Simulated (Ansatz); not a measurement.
## Eigenvalues along a path: Si2W

```
Si W
1.0
    -1.18623    1.18623    3.22319
     1.18623   -1.18623    3.22319
     1.18623    1.18623   -3.22319
Si W
2 1
Direct
  0.32499 0.32499 0.00000
  0.67501 0.67501 0.00000
  0.00000 0.00000 0.00000
```

The base volume is that of a database entry, with shape and atoms relaxed on PAW files at held volume, so it needn't be at zero pressure; the structure needn't be the stable phase, at rest or compressed.

Level of theory: DFT with LDA, scalar-relativistic, in Ansatz 0.2.0; a Γ-centred 16×16×16 k mesh, Fermi–Dirac smearing of 0.05 eV, no spin polarisation. LAPW: all electrons, basis error target 1 meV/atom.

This run: volume at 0.45 of the series' base cell.

Spin–orbit coupling is left out, which matters for the heavy atoms. The structure type is held throughout; the real material can change phase at far lower pressure.

Path points, in fractions of the reciprocal vectors: Γ (0.000, 0.000, 0.000), X (0.000, 0.000, 0.500), P (0.250, 0.250, 0.250), N (0.000, 0.500, 0.000), M (0.500, 0.500, -0.500), S (0.284, 0.716, -0.284), S0 (-0.284, 0.284, 0.284). The distance column jumps between branches of the path. Levels in eV from the Fermi level; bands 29 to 40, counted from the lowest band of the run. The gap is zero, the pressure 864.7 GPa.

```
# k(1/Å) point b29 b30 b31 b32 b33 b34 b35 b36 b37 b38 b39 b40
0.000 Γ -21.65 -13.41 -9.84 -4.79 -4.79 -2.61 -1.75 2.99 9.13 9.23 9.23 9.26
0.312 - -21.16 -12.66 -9.14 -6.99 -6.18 -1.53 0.78 0.93 8.58 9.18 9.41 9.87
0.624 - -19.87 -10.77 -9.67 -7.96 -7.19 -3.08 -0.86 4.41 6.50 9.71 9.71 10.43
0.936 - -18.05 -11.81 -10.15 -9.19 -4.48 -4.40 -1.34 3.32 5.02 9.70 10.76 10.94
1.248 - -15.96 -13.36 -12.26 -9.72 -3.50 -2.46 -1.34 2.18 4.10 8.23 9.52 10.44
1.561 - -15.29 -14.30 -12.19 -9.67 -6.07 -3.71 1.16 3.36 5.88 6.40 9.74 9.89
1.873 X -15.75 -14.61 -9.80 -9.51 -8.91 -4.31 2.13 3.09 5.79 9.11 9.26 10.13
1.954 - -15.75 -14.57 -10.43 -8.96 -8.83 -4.22 1.41 3.77 5.52 9.23 9.41 10.13
2.035 - -15.73 -14.47 -11.13 -9.07 -7.96 -3.98 0.34 4.72 4.89 9.12 10.08 10.13
2.116 - -15.71 -14.29 -11.78 -9.22 -7.05 -3.64 -0.76 4.19 5.63 8.92 10.13 10.85
2.198 - -15.69 -14.04 -12.36 -9.36 -6.09 -3.28 -1.87 3.56 6.45 8.64 10.13 11.56
2.279 - -15.68 -13.72 -12.88 -9.45 -5.08 -3.00 -2.97 3.12 7.17 8.26 10.13 12.07
2.360 P -15.67 -13.33 -13.33 -9.49 -4.04 -4.04 -2.89 2.96 7.77 7.77 10.13 12.26
2.581 - -15.34 -13.79 -13.14 -9.15 -4.64 -4.03 -2.02 3.25 5.60 7.60 10.99 12.32
2.801 - -14.71 -14.43 -12.62 -8.72 -5.15 -3.96 -0.75 1.82 5.00 7.05 11.22 12.27
3.022 - -15.64 -13.32 -11.67 -8.79 -4.98 -4.69 0.17 0.56 6.11 6.36 11.20 11.98
3.243 - -16.39 -12.71 -9.88 -9.34 -6.49 -4.06 -0.09 1.76 4.98 7.35 11.30 11.69
3.464 - -16.89 -12.55 -10.18 -7.63 -7.43 -2.74 -1.91 3.79 4.13 7.16 9.74 11.10
3.684 N -17.07 -12.52 -10.61 -7.93 -4.91 -4.42 -1.90 3.68 5.56 6.06 8.87 10.98
3.919 - -17.33 -12.90 -10.15 -7.71 -4.60 -4.29 -2.19 3.89 6.03 6.06 7.45 10.47
4.155 - -18.21 -12.63 -10.40 -6.68 -4.36 -3.74 -2.79 4.50 5.55 5.93 7.26 9.86
4.390 - -19.42 -11.60 -10.96 -6.85 -3.97 -3.73 -2.03 4.43 5.32 6.30 8.54 9.73
4.625 - -20.55 -12.25 -9.32 -8.21 -4.29 -3.06 -0.14 2.72 6.53 7.25 9.43 10.00
4.860 - -21.35 -13.06 -9.51 -6.65 -4.66 -2.57 0.09 1.89 8.15 8.22 9.70 10.02
5.095 Γ -21.65 -13.41 -9.84 -4.79 -4.79 -2.61 -1.75 2.99 9.13 9.23 9.23 9.26
5.258 - -21.45 -13.47 -9.93 -4.67 -4.67 -2.92 -1.48 3.03 7.53 8.28 8.28 11.18
5.420 - -20.86 -13.64 -10.16 -4.32 -4.32 -3.84 -0.73 3.12 6.49 6.68 6.68 11.84
5.583 - -19.95 -13.94 -10.44 -5.18 -3.76 -3.76 0.42 3.26 4.97 4.97 6.09 12.27
5.745 - -18.82 -14.38 -10.69 -6.60 -3.01 -3.01 1.83 3.34 3.34 3.41 6.11 11.49
5.907 - -17.61 -15.01 -10.86 -7.68 -2.21 -2.21 1.98 1.98 3.31 3.52 6.27 9.37
6.070 M -16.86 -15.54 -10.91 -8.09 -1.76 -1.76 1.35 1.35 3.56 4.14 6.35 8.33
6.261 - -16.84 -15.22 -10.70 -8.07 -2.38 -1.72 0.40 1.11 3.16 5.14 6.69 9.06
6.452 - -16.77 -14.40 -10.12 -8.06 -3.66 -1.61 -0.87 0.08 2.86 6.32 7.10 9.89
6.642 - -16.69 -13.42 -9.68 -7.84 -4.91 -1.47 -1.44 -1.44 3.12 5.88 7.44 10.38
6.833 - -16.59 -12.62 -10.14 -6.93 -5.79 -2.86 -1.37 -1.22 3.68 5.14 7.76 10.63
7.024 - -16.46 -12.78 -10.32 -6.20 -5.91 -3.97 -1.41 -0.96 4.47 5.86 8.02 9.85
7.215 S -16.21 -14.02 -9.73 -6.15 -5.31 -4.66 -1.64 -0.78 5.46 8.13 8.14 9.59
8.253 S0 -16.21 -14.02 -9.73 -6.15 -5.31 -4.66 -1.64 -0.78 5.46 8.13 8.14 9.59
8.504 - -15.93 -15.53 -9.22 -5.53 -5.20 -4.84 -2.22 0.40 7.03 7.90 9.97 10.40
8.755 - -17.72 -14.28 -9.70 -5.21 -4.58 -4.19 -2.98 2.41 7.20 7.62 8.85 9.57
9.005 - -19.26 -12.41 -10.74 -6.11 -3.71 -3.61 -2.77 4.55 5.82 6.41 8.63 10.75
9.256 - -20.49 -11.90 -9.95 -7.94 -4.29 -2.89 -0.71 3.48 6.29 7.72 8.57 11.01
9.506 - -21.33 -12.95 -9.37 -7.06 -4.67 -2.53 0.44 1.62 8.09 8.94 9.06 10.55
9.757 Γ -21.65 -13.41 -9.84 -4.79 -4.79 -2.61 -1.75 2.99 9.13 9.23 9.23 9.26
```
